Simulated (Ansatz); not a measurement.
# LiGa: pressure against volume, fitted

```
CELL_PARAMETERS angstrom
0.00000 3.08450 3.08450
3.08450 0.00000 3.08450
3.08450 3.08450 0.00000
ATOMIC_POSITIONS crystal
Li 0.00000 0.00000 0.00000
Li 0.25000 0.25000 0.25000
Ga 0.50000 0.50000 0.50000
Ga 0.75000 0.75000 0.75000
```

Atoms are numbered in the order listed.

The cell is COD entry 1540165, as deposited and not checked against the literature; nothing was relaxed.

These are results of Ansatz 0.2.0, DFT, PBEsol, all-electron LAPW, scalar-relativistic, not measurements.

Numerical set-up: a Γ-centred 12×12×12 k mesh, Fermi–Dirac smearing of 0.05 eV, basis error target 0.5 meV/atom, no spin polarisation.

The cell is scaled evenly. Fractional coordinates are held (clamped ions).

| V (Å³/atom) | P (GPa) |
| --- | --- |
| 13.793 | 2.96 |
| 14.086 | 1.75 |
| 14.380 | 0.67 |
| 14.526 | 0.18 |
| 14.673 | -0.29 |
| 14.820 | -0.74 |
| 14.967 | -1.16 |
| 15.554 | -2.64 |

(1) Fit a third-order Birch–Murnaghan curve to the pressures.

(2) Predict the pressure at the withheld volume, 15.260 Å³/atom.

## Answers

(1) P = (3B0/2)(y^(7/2) − y^(5/2))[1 + (3/4)(B0′ − 4)(y − 1)] with y = (V0/V)^(2/3) fits within 0.01 GPa for V0 = 14.581 Å³/atom, B0 = 47.1 GPa and B0′ = 4.40.

(2) There y = 0.9701, so the fit gives -1.94 GPa; the run gave -1.94 GPa.
